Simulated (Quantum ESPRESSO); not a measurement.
Field gradients of Cl2 from the PAW reconstruction of the field gradient on a scalar-relativistic PBE ground state (a modified build of Quantum ESPRESSO, JTH datasets), 25 Ha, k-mesh 7×7×3 through Γ:

```
Cl
1.0
    3.26421    -2.05747     0.00000
    3.26421     2.05747     0.00000
    0.00000     0.00000     8.40240
Cl
4
Direct
  0.87602   0.12398   0.60584
  0.12398   0.87602   0.39416
  0.62398   0.37602   0.10584
  0.37602   0.62398   0.89416
```
The cell was made here from a computed Materials Project entry: Cl1 and its equivalents moved by 0.04 Å along (0.00, 0.97, 0.23), space group kept. The parent is Cl2 in Cmce; whether this form has been observed was not checked. Stability against distortions was not tested.

Vzz is the sum of three terms, each taken along its main axis: the smooth valence density, the ions (nucleus and frozen core) with the augmentation charges of all other spheres, and the all-electron minus smooth density in the atom's own sphere. The split hangs on the datasets.  Cores are frozen. Against all-electron runs on small test molecules, this scheme's |Vzz| missed by −3 to −9 % on Cl.

```json
[
 {"site": "Cl (atoms 1, 2, 3, 4)", "smooth valence density": "0.208", "ions and other spheres": "0.236", "own sphere": "?", "Vzz (a.u.)": "?"}
]
```

Q: Complete the blanks.

A: 
- Cl (atoms 1, 2, 3, 4), own sphere: 5.033
- Cl (atoms 1, 2, 3, 4), Vzz (a.u.): 5.477
